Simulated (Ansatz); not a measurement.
SiSe2 (SiS2 type, space group Ibam)

```
CELL_PARAMETERS angstrom
     -3.15068     4.65079     2.92779
      3.15068    -4.65079     2.92779
      3.15068     4.65079    -2.92779
ATOMIC_POSITIONS crystal
  Se 0.87171 0.79484 0.66655
  Se 0.37171 0.70516 0.07686
  Se 0.62829 0.29484 0.92314
  Se 0.12829 0.20516 0.33345
  Si 0.75000 0.75000 0.00000
  Si 0.25000 0.25000 0.00000
```

The volume is varied about the relaxed value V₀ at fixed cell shape. The atoms relax within the cell's symmetry.

Method: PBEsol (plane waves to 420 eV, PAW, scalar-relativistic; Ansatz, a first-principles code). k mesh 8×8×8 (Γ-centred), Fermi-Dirac smearing 0.05 eV. E stands for the smeared free energy. Compression counts positive. With the shape held, the modulus is that of even scaling; a crystal free to change shape is softer. SiSe2 was relaxed with its symmetry unable to fall. The zero of ΔE is the relaxed starting cell.

```
V (Å³/atom)  ΔE (meV/atom)
-----------  -------------
25.741                14.5
26.456                 7.7
27.171            withheld
27.886                 0.8
28.601                 0.0
29.316                 0.7
30.031                 2.8
30.746                 6.0
31.461                10.3
```

Fit a third-order Birch-Murnaghan form (E₀, V₀, B₀, B₀′ free) to the given rows and predict ΔE at V = 27.171.

Least squares on the 8 given rows: ΔE = E₀ + (9V₀B₀/16)·y²·[2 + (B₀′ − 4)y], y = (V₀/V)^(2/3) − 1, with V₀ = 28.595 Å³/atom, B₀ = 13.57 GPa (160.2 GPa = 1 eV/Å³; the term in eV is multiplied by 1000), B₀′ = 4.24, E₀ = -0.01 meV/atom; root-mean-square residual 0.03 meV/atom. At 27.171 the fit gives 3.3 meV/atom; the calculation gives 3.3 meV/atom, the same to the digits shown. For the pressure the fit gives 0.77 GPa against the computed 0.78 GPa.

(A scan under strain: stresses follow from slopes of the energy per volume, elastic moduli from its curvatures.)
